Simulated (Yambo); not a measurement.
# How GW settings move the gap: Rb2BrOH

G0W0@PBEsol for Rb₂BrOH (space group P2_1/m, No. 11) in Yambo. Reference settings: 2×2×1 Γ-centred k mesh, 366 bands and a 7 Ry block in the screening, 366 bands in G with the Bruneval-Gonze terminator, plasmon pole fitted at 27.2 eV. The PBEsol gap (-0.5, -0.5, 0) → Γ on this mesh is 3.35 eV; G0W0 gaps are taken between the same points.

| change from the reference | G0W0 gap (-0.5, -0.5, 0) → Γ (eV) | shift of the valence edge (eV) | rough Yambo cost |
|---|---|---|---|
| reference settings | 5.76 | -1.63 | 1 |
| 132 bands in W, 132 bands in G | 5.77 | -1.45 | about 1/4 |
| 232 bands in W, 232 bands in G | 5.74 | -1.56 | within a factor of two |
| 132 bands in G | 5.77 | -1.60 | – |
| 232 bands in G | 5.76 | -1.62 | – |
| 165 bands in W | 5.75 | -1.52 | about 1/2 |
| 2 Ry block | 5.95 | -1.90 | about 1/3 |
| 3 Ry block | 5.72 | -1.67 | within a factor of two |
| 6 Ry block | 5.74 | -1.62 | within a factor of two |
| pole fitted at 10 eV | 5.68 | -1.48 | – |
| no random integration | 5.70 | -1.50 | – |
| 132 bands in G, no terminator | 5.47 | -1.07 | – |
| 232 bands in G, no terminator | 5.57 | -1.31 | – |
| no terminator | 5.65 | -1.46 | – |

The reference isn't shown to be the converged limit. Costs are rough (shared machines), scaled to the same edge states, and given only for runs that recompute the screening.

Spin-orbit splittings are left out.

Geometry of the Materials Project entry, not relaxed at this level; primitive cell a = 6.941 Å, b = 4.479 Å, c = 8.907 Å, α = γ = 90.00°, β = 108.00°.

The structure is a Materials Project entry; no match was found in the copy of COD used, and its stability was not checked.

A shift is the quasiparticle energy of the state minus its PBEsol energy.
